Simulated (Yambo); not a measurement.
A BSE run in Yambo for KF (rock salt, space group Fm-3m, No. 225) (PBEsol bands; 10×10×10 mesh, 3 valence and 4 conduction bands, static screening with 21 bands and a 4 Ry block, scissor 3.84 eV, Tamm-Dancoff; field along x) gives:

| state | energy (eV) | states within 2 meV | relative strength | class |
|---|---|---|---|---|
| 1 | 8.41 | 3 | 1.00 | strong |
| 2 | 9.48 | 3 | < 0.01 | dark |
| 3 | 9.50 | 3 | 0.09 | strong |
| 4 | 9.53 | 3 | < 0.01 | dark |
| 5 | 9.57 | 2 | < 0.01 | dark |

**Question.** What changes when the window shrinks to 3 valence and 1 conduction bands?

**Answer.** The lowest state goes from 8.406 eV to 8.612 eV, and its distance below the direct gap from 1.619 eV to 1.413 eV. These are vertical excitations (zero momentum). The scissor comes from a G0W0 run whose convergence isn't established.

Geometry relaxed with PBEsol; primitive cell a = 3.749 Å, b = 3.749 Å, c = 3.749 Å, α = 60.00°, β = 60.00°, γ = 60.00°.
